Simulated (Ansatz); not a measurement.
The cell comes from COD entry 9008827, which wasn't checked; take it as a given geometry. The listed cell was then made from it by scaling, straining or moving an atom.

An input for LaZn: DFT, LDA, all-electron LAPW, scalar-relativistic (Ansatz 0.2.0).

Command: `ansatz run input.yaml --threads 1 --pin off --max-ram 3072MiB --backend cpu --events-out ev --progress --plain --runs-dir out` The run took 22 s on 1 thread of Arm Neoverse V1 (shared host), peak memory 0.38 GiB.

```yaml
crystal:
  lattice:
    - [3.75, 0.0, 0.0]
    - [0.0, 3.75, 0.0]
    - [0.0, 0.0, 3.7125]
  atoms:
    - { symbol: La, position: [0.5, 0.5, 0.5] }
    - { symbol: Zn, position: [0.0, 0.0, 0.0] }
kpoints:
  mp_grid: { grid: [9, 9, 9] }
  band_path:
    path:
      - [0.0, 0.0, 0.0]
      - [0.0, 0.5, 0.0]
      - [0.5, 0.5, 0.0]
      - [0.0, 0.0, 0.0]
      - [0.0, 0.0, 0.5]
      - [0.0, 0.5, 0.5]
      - [0.5, 0.5, 0.5]
      - [0.0, 0.0, 0.5]
      - [0.0, 0.5, 0.0]
    npoints: 5
scf:
  occupations: { method: fermi_dirac, width: 0.05 }
hamiltonian:
  xc: lda
  pseudopotentials: { kind: all_electron, lapw: { basis_error: 0.001 } }
output:
  forces: true
  stress: true
  eigenvalues: true
```

The results part of the log:

```
SCF 1 converged in 10 iterations: F = -279735.278215 eV  dr2 = 1.50e-8
NSCF: frozen V_eff on 41 k-points
SCF converged after 10 iterations
Free energy (F): -279735.278215 eV
Harris-Foulkes:  -279735.278215 eV  (|F-HF|=2.81e-8)
Internal energy: -279735.254681 eV  (E = F + TS)
E sigma→0 (E₀):  -279735.266448 eV
Entropy (-TS):   -0.023534 eV (-11.767 meV/atom)
Fermi energy:    13.577858 eV
--- Per-component energies (eV) ---
  E_band       = -2951.004403
  E_kinetic    = 296256.285516
  E_xc         = -7250.150579
  E_electrostatic = -568741.389617  (all electrons and nuclei)
  E_smearing   = -0.023534  (= −TS)
  E_closure    = 0.000000  (closes the sum)
  E_atoms      = -279727.376511  (free atoms, spherical and without spin; not in F)
  Σ components = -279735.278215   (vs F -279735.278215, Δ=0.00e0)
  Basis errors (estimates in eV, not in F): energy 2.6e-4 per atom: plane waves 2.4e-4 (1.3e-4 summed), levels above the bands 6.2e-18, relativity 3.8e-9, radial functions 2.0e-5, core shells 9.3e-12; eigenvalues (radial functions only) 1.6e-6; not estimated: angular momenta, meshes, grids; target (lapw.basis_error) 1.0e-3; muffin-tin radii Zn 1.633 Å, La 1.604 Å
--- Forces (eV/Å), atoms counted from 1 ---
  atom   1  La     0.00000000     0.00000000     0.00000000
  atom   2  Zn    -0.00000000     0.00000000     0.00000000
  max |Σ_I F_I| component: 9.86e-31 eV/Å
--- Stress (GPa, compression-positive) ---
       -3.699667       0.000000       0.000000
        0.000000      -3.699667       0.000000
        0.000000       0.000000      -3.425050
  P = ⅓ Tr σ = -3.6081 GPa (-36.081 kbar)
--- Band table (eV; the first three rows and the last of 75) ---
  k-point 0: bands = ["-245.1590", "-179.0238", "-179.0238", "-179.0237", "-111.5707", "-83.3871", "-83.3869", "-83.3842", "-83.3838", "-83.3838", "-66.1905", "-66.1905", "-66.1902", "-19.2324", "-2.5361", "-2.5361", "-2.5031", "6.4675", "6.4683", "6.6029", "6.6076", "6.6076", "7.4679", "13.1666", "13.1734", "15.2118", "15.2118", "15.2428", "15.3542", "15.3542"]
  k-point 1: bands = ["-245.1590", "-179.0238", "-179.0238", "-179.0237", "-111.5707", "-83.3870", "-83.3869", "-83.3842", "-83.3838", "-83.3838", "-66.1905", "-66.1905", "-66.1902", "-19.2236", "-2.6206", "-2.5265", "-2.5265", "6.4741", "6.4908", "6.6043", "6.6075", "6.6075", "7.6714", "13.2217", "13.2845", "15.1267", "15.1946", "15.1946", "15.3455", "15.3629"]
  k-point 2: bands = ["-245.1590", "-179.0238", "-179.0238", "-179.0237", "-111.5707", "-83.3870", "-83.3869", "-83.3842", "-83.3838", "-83.3838", "-66.1905", "-66.1905", "-66.1903", "-19.2010", "-2.9028", "-2.5018", "-2.5018", "6.4886", "6.5477", "6.6075", "6.6075", "6.6080", "8.2261", "13.2544", "13.3552", "14.9545", "15.1148", "15.1148", "15.2790", "15.3872"]
  k-point 74: bands = ["-245.1590", "-179.0238", "-179.0238", "-179.0237", "-111.5707", "-83.3869", "-83.3868", "-83.3842", "-83.3839", "-83.3839", "-66.1906", "-66.1906", "-66.1903", "-19.0333", "-3.1233", "-3.0866", "-3.0845", "6.5913", "6.6050", "6.6056", "6.7154", "6.7195", "10.8402", "11.5737", "11.5901", "12.7049", "15.3704", "15.3767", "15.3819", "15.6351"]
```
